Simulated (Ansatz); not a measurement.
Cold compression of Be (bcc type)

```
CELL_PARAMETERS angstrom
-1.24663 1.24663 1.24663
1.24663 -1.24663 1.24663
1.24663 1.24663 -1.24663
ATOMIC_POSITIONS crystal
Be 0.00000 0.00000 0.00000
```

The cell comes from a relaxation on PAW files under the same functional, begun from a prototype that needn't be the stable phase.

Its volume is scaled at fixed shape and fractional positions.

Computed with Ansatz 0.2.0; functional PBEsol, scalar-relativistic. Settings: a Γ-centred 23×23×23 k mesh, Fermi–Dirac smearing of 0.1 eV, no spin polarisation. Methods: LAPW: all electrons, basis error target 1 meV/atom; PAW: frozen-core files, cutoff 420 eV; crystal datasets: all electrons, by PAW datasets that the program makes for each cell; norm-conserving: pseudopotentials, cutoff 1197 eV; PAW (cutoff 300 eV): frozen-core files, cutoff 300 eV.

Energies are extrapolated to zero smearing and count from the unscaled cell; pressure is positive in compression; gaps take the mesh and a band path. No temperature or zero-point motion is included.

The PAW files were made under PBE. The structure type is held throughout; the real material can change phase at far lower pressure.

```tsv
V/V0	V (Å³/atom)	P LAPW (GPa)	ΔE LAPW (eV/atom)	P PAW − LAPW (GPa)	ΔE PAW − LAPW (meV/atom)
1.00	7.75	-0.09	0.000	0.09	0.0
0.88	6.82	?	?	?	?
0.78	6.04	46.5	0.205	0.32	2.2
0.68	5.27	90.6	0.527	0.51	4.3
0.58	4.49	166.4	1.131	0.84	7.6
0.50	3.87	270.5	1.959	1.23	11.7
0.43	3.33	422.6	3.111	1.46	16.4
```

**Question.** Fit the Vinet equation to the LAPW pressures shown (residuals weighted by 1/(|P| + 0.03·Pmax)), and predict the pressure of the withheld row.

**Answer.** The fit gives V0 = 7.74 Å³/atom, B0 = 118 GPa and B0′ = 3.75. At 6.82 Å³/atom, x = (V/V0)^(1/3) = 0.9585, and P = 3·B0·(1 − x)/x²·exp[1.5·(B0′ − 1)·(1 − x)] = 19.05 GPa. The run itself gave 19.55 GPa (-2.6 % off) and ΔE = 0.051 eV/atom.

**Question.** From the table, what is the rise of the enthalpy H = E + pV up to the last row, and how stiff is the crystal between the last two rows?

**Answer.** ΔH = 3.111 eV + (422.6 GPa × 3.33 Å³ + 0.09 GPa × 7.75 Å³) × 0.006242 eV/(GPa·Å³) = 11.90 eV/atom, of which pV makes 74 %. The mean bulk modulus there is −ΔP/Δln V = 1010 GPa.

**Question.** At the smallest volume, how far do crystal datasets and norm-conserving and PAW (cutoff 300 eV) lie from LAPW in pressure?

**Answer.** crystal datasets: -0.01 GPa; norm-conserving: +8.53 GPa; PAW (cutoff 300 eV): +1.71 GPa, on a LAPW pressure of 422.6 GPa.

**Question.** How do the Löwdin populations by LAPW change from the unscaled cell to the last row?

**Answer.** Be 2s 1.23 → 1.35 electrons an atom. These are projections on the shells that the free atoms fill; 0.78 e a cell lies outside them at the start and 0.67 e at the end.
